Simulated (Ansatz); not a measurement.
Cu Kα1 powder pattern (kinematic, no thermal factors).
```csv
2θ (°),relative intensity
17.97,3
22.78,2
28.00,100
29.17,3
32.44,3
32.45,2
36.40,1
37.32,3
46.53,22
46.54,44
50.27,1
55.19,27
55.21,14
57.87,1
66.10,1
67.92,7
67.96,3
75.00,5
75.02,10
86.35,14
86.38,7
```

The pattern is computed from a structure relaxed with Ansatz, DFT PBE, scalar-relativistic, plane waves, PAW. No spin polarisation. Its elements are S, Se, Zn.

Question: Give the structure.

Answer: Zn₄SeS₃.
Space group I-42m (No. 121). a = 5.516 Å, b = 5.516 Å, c = 11.026 Å, α = 90.00°, β = 90.00°, γ = 90.00°
```tsv
atom	site	symmetry	x	y	z
Zn	8i	..m	0.7581	0.2419	0.1282
Se	2b	-42m	0.5000	0.5000	0.0000
S	4d	-4..	0.0000	0.5000	0.2500
S	2a	-42m	0.0000	0.0000	0.0000
```

A pattern alone doesn't exclude other cells with like lines; this is the one computed.

The structure comes from a generated guess; another structure or a mixture of phases may lie lower.
